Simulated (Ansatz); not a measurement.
A geometry of Na away from equilibrium: the start of the relaxation of a generated trial cell of Na in the AFLOW prototype A_cI16_206_c (as in Si). Computed with r2SCAN (plane waves to 500 eV, PAW, scalar-relativistic; Ansatz, an electronic-structure program). Γ-centred k-mesh 8×8×8 on the run's cell, Fermi–Dirac smearing 0.05 eV.

```xyz
8
Lattice="-4.2300 4.2300 4.2300 4.2300 -4.2300 4.2300 4.2300 4.2300 -4.2300" Properties=species:S:1:pos:R:3 pbc="T T T"
Na     1.2682     1.2682     1.2682
Na    -1.2682     2.9618     1.2682
Na     2.9618     1.2682    -1.2682
Na     1.2682    -1.2682     2.9618
Na     2.9618     2.9618     2.9618
Na     1.2682     5.4982    -1.2682
Na     5.4982    -1.2682     1.2682
Na    -1.2682     1.2682     5.4982
```

Task: What forces act on the atoms (eV/Å)?

Result: 
```
atom     Fx     Fy     Fz
----  -----  -----  -----
Na1   -0.23  -0.23  -0.23
Na2    0.23   0.23  -0.23
Na3    0.23  -0.23   0.23
Na4   -0.23   0.23   0.23
Na5    0.23   0.23   0.23
Na6   -0.23  -0.23   0.23
Na7   -0.23   0.23  -0.23
Na8    0.23  -0.23  -0.23
```

Task: What is the pressure?

Result: +1.0 GPa, compression positive.

Task: How far above the relaxed end point is this geometry?

Result: 0.07 eV/atom; the path ends in Ia-3d (No. 230).

No spin polarisation in the result.

The run could not lose the symmetry of its start, so the end can be a saddle point.

The end of the path is a generated cell of Na: the first start was made by placing the elements on the sites of a structure type, and the end was not matched to a known phase here, so it may be hypothetical. Known forms of Na include space group No. 229.
